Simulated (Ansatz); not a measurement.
**Does relaxation matter for the field gradients of La2In8Rh?**

Start: a measured structure from the Crystallography Open Database (COD), taken as it stands.

```cif
data_structure
_symmetry_space_group_name_H-M 'P 1'
_symmetry_Int_Tables_number 1
_cell_length_a 4.6980
_cell_length_b 4.6980
_cell_length_c 12.3440
_cell_angle_alpha 90.000
_cell_angle_beta 90.000
_cell_angle_gamma 90.000
_cell_volume 272.45
loop_
_atom_site_label
_atom_site_type_symbol
_atom_site_fract_x
_atom_site_fract_y
_atom_site_fract_z
_atom_site_occupancy
La1 La 0.00000 0.00000 0.30627 1
La2 La 0.00000 0.00000 0.69373 1
In3 In 0.50000 0.00000 0.50000 1
In4 In 0.00000 0.50000 0.50000 1
In5 In 0.50000 0.00000 0.11788 1
In6 In 0.00000 0.50000 0.11788 1
In7 In 0.50000 0.00000 0.88212 1
In8 In 0.00000 0.50000 0.88212 1
In9 In 0.50000 0.50000 0.30368 1
In10 In 0.50000 0.50000 0.69632 1
Rh11 Rh 0.00000 0.00000 0.00000 1
```

Sites (sets of like atoms) are named by element and the number of their first atom in this list.

All values are calculated (Ansatz; DFT, PBE, plane waves and PAW, scalar-relativistic, 420 eV cutoff, Γ-centred 7×7×3 k-points, Fermi–Dirac smearing 0.05 eV), not measured.

The largest force at the start is 0.17 eV/Å. Relaxing the ions at fixed cell moves them by 0.052 Å at most (atom 9, In) and 0.025 Å rms. End positions:

```
CELL_PARAMETERS angstrom
4.69800 0.00000 0.00000
0.00000 4.69800 0.00000
0.00000 0.00000 12.34400
ATOMIC_POSITIONS crystal
La 0.00000 0.00000 0.30651
La 0.00000 0.00000 0.69349
In 0.50000 0.00000 0.50000
In 0.00000 0.50000 0.50000
In 0.50000 0.00000 0.11949
In 0.00000 0.50000 0.11949
In 0.50000 0.00000 0.88051
In 0.00000 0.50000 0.88051
In 0.50000 0.50000 0.30792
In 0.50000 0.50000 0.69208
Rh 0.00000 0.00000 0.00000
```

| site | atom | moved (Å) | first shell before | first shell after | V_zz before (10²¹ V/m²) | η before |
| --- | --- | --- | --- | --- | --- | --- |
| La | 1 | 0.003 | 12 In at 3.31–3.35 Å, 1 Rh at 3.78 Å | 12 In at 3.29–3.35 Å, 1 Rh at 3.78 Å | -0.32 | 0.00 |
| In3 | 3 | 0.000 | 8 In at 3.32–3.37 Å, 4 La at 3.35 Å | 8 In at 3.32–3.34 Å, 4 La at 3.35 Å | 11.89 | 0.17 |
| In5 | 5 | 0.020 | 2 Rh at 2.76 Å, 7 In at 2.91–3.32 Å, 2 La at 3.31 Å | 2 Rh at 2.77 Å, 7 In at 2.95–3.32 Å, 2 La at 3.29 Å | 20.8 | 0.36 |
| In9 | 9 | 0.052 | 8 In at 3.28–3.37 Å, 4 La at 3.32 Å | 8 In at 3.31–3.34 Å, 4 La at 3.32 Å | 9.03 | 0.00 |
| Rh | 11 | 0.000 | 8 In at 2.76 Å | 8 In at 2.77 Å | -1.55 | 0.00 |

Problem. What are V_zz and η after the relaxation?

Solution. 

```tsv
site	atom	V_zz after	η after	change of V_zz
La	1	-0.45	0.00	-0.13
In3	3	11.65	0.10	-0.24
In5	5	20.6	0.37	-0.26
In9	9	9.01	0.00	-0.02
Rh	11	-1.55	0.00	0.00
```

The largest change of V_zz is on In5, from 20.8 to 20.6. The whole tensor moves most on In3, by 0.54 along its most changed direction. In per cent, |V_zz| changes by -2 to 0 on In (all sites that start above 2).

The run finds no gap above 0.1 eV (a metal, or nearly one), so the gradients can move by 10 % or more with the k-mesh. Without spin–orbit coupling (the program notes it for In, La and Rh) the gradients can shift somewhat, as the gap is small. With these PAW files V_zz is typically within 2 to 3 % of all-electron values, but misses above 10 % occur on Rh.
